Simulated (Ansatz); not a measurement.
## YPb3 (Cu3Au type), energy over volume and axial ratio

YPb3 (Cu3Au type)

```yaml
crystal:
  lattice:
    - [4.86063, 0.00000, 0.00000]
    - [0.00000, 4.86063, 0.00000]
    - [0.00000, 0.00000, 4.86063]
  atoms:
    - { symbol: Y, position: [0.00000, 0.00000, 0.00000] }
    - { symbol: Pb, position: [0.50000, 0.50000, 0.00000] }
    - { symbol: Pb, position: [0.00000, 0.50000, 0.50000] }
    - { symbol: Pb, position: [0.50000, 0.00000, 0.50000] }
```

Grid over V/V₀ and (c/a)/(c/a)₀, subscript 0 meaning the relaxed cell; the conventional c axis lies along z; no internal relaxation.

All values below come from r2SCAN (plane waves to 500 eV, PAW, scalar-relativistic; Ansatz, a quantum-chemistry and plane-wave program). k mesh 10×10×10 (Γ-centred), Fermi-Dirac smearing 0.05 eV. E stands for the smeared free energy. Compression counts positive. With partly filled bands, the response to shear is sensitive to the k mesh, so small differences along c/a are uncertain. Spin-orbit coupling is left out, though Pb is heavy. YPb3 is run without spin polarisation. YPb3 was relaxed with its symmetry unable to fall. The zero of ΔE is the relaxed starting cell.

ΔE (meV/atom), with V/V₀ across and (c/a)/(c/a)₀ down:

| (c/a)/(c/a)₀ \ V/V₀ | 0.960 | 0.980 | 1.000 | 1.020 | 1.040 |
|---|---|---|---|---|---|
| 0.960 | 10 | 4 | 2 | 3 | 8 |
| 0.980 | 9 | 3 | 0 | 2 | 8 |
| 1.000 | 8 | 2 | 0 | 2 | 7 |
| 1.020 | 9 | 3 | 0 | 2 | 8 |
| 1.040 | 10 | 4 | 1 | 3 | 8 |

σzz − σxx (GPa), with V/V₀ across and (c/a)/(c/a)₀ down:

| (c/a)/(c/a)₀ \ V/V₀ | 0.960 | 0.980 | 1.000 | 1.020 | 1.040 |
|---|---|---|---|---|---|
| 0.960 | 0.6 | 0.5 | 0.5 | 0.4 | 0.4 |
| 0.980 | 0.4 | 0.4 | 0.4 | 0.3 | 0.3 |
| 1.000 | 0.0 | 0.0 | 0.0 | 0.0 | 0.0 |
| 1.020 | -0.4 | -0.4 | -0.4 | -0.3 | -0.3 |
| 1.040 | -0.7 | -0.6 | -0.5 | -0.4 | -0.4 |

What the scan shows:

```
Item                                                                                                                                  Result
------------------------------------------------------  ------------------------------------------------------------------------------------
Lowest place on the grid                                                                     V/V₀ = 1.000, (c/a)/(c/a)₀ = 1.000 (0 meV/atom)
Highest place on the grid, met at several equal points  V/V₀ = 0.960, (c/a)/(c/a)₀ = 0.960; V/V₀ = 0.960, (c/a)/(c/a)₀ = 1.040 (10 meV/atom)
```

(A scan under strain: stresses follow from slopes of the energy per volume, elastic moduli from its curvatures.)
